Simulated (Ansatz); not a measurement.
Input:

V₂SiN:
```cif
data_N2Si2V4
_chemical_formula_sum 'V4 Si2 N2'
_space_group_name_H-M_alt 'P 1'
_space_group_IT_number 1
_cell_length_a 2.93012
_cell_length_b 2.93012
_cell_length_c 12.06572
_cell_angle_alpha 90.000
_cell_angle_beta 90.000
_cell_angle_gamma 120.000
loop_
_space_group_symop_operation_xyz
  'x, y, z'
loop_
_atom_site_label
_atom_site_type_symbol
_atom_site_fract_x
_atom_site_fract_y
_atom_site_fract_z
_atom_site_occupancy
V1 V 0.66667 0.33333 0.58963 1
V2 V 0.33333 0.66667 0.41037 1
V3 V 0.33333 0.66667 0.08963 1
V4 V 0.66667 0.33333 0.91037 1
Si1 Si 0.66667 0.33333 0.25000 1
Si2 Si 0.33333 0.66667 0.75000 1
N1 N 0.00000 0.00000 0.50000 1
N2 N 0.00000 0.00000 0.00000 1
```

This is the PBE-relaxed structure.

### Question
All from plane-wave PAW PBE (Ansatz code), unless another level is named. Give the electronic character.

### Answer
metallic (no gap).

### Question
Predict the formation energy from the elements (no fitted shifts).

### Answer
-0.77 eV/atom.

### Question
Predict the density of states at the Fermi level.

### Answer
1.0 states/eV per atom (mean over ±0.08 eV).

Space group P6_3/mmc. The start of the workflow was typed in or built on a structure type; neither database checked (COD, Materials Project) lists it. Whether it is the stable phase at ambient conditions was not checked. The PBE relaxation kept the symmetry of its start; whether a distortion lowers the energy is not shown. The workflow began spin-polarised and lost its moments. The references are the lowest solids computed at this level, not always the standard phases (solids in place of the gases).

Potentials: the earlier of the program's two PAW sets.
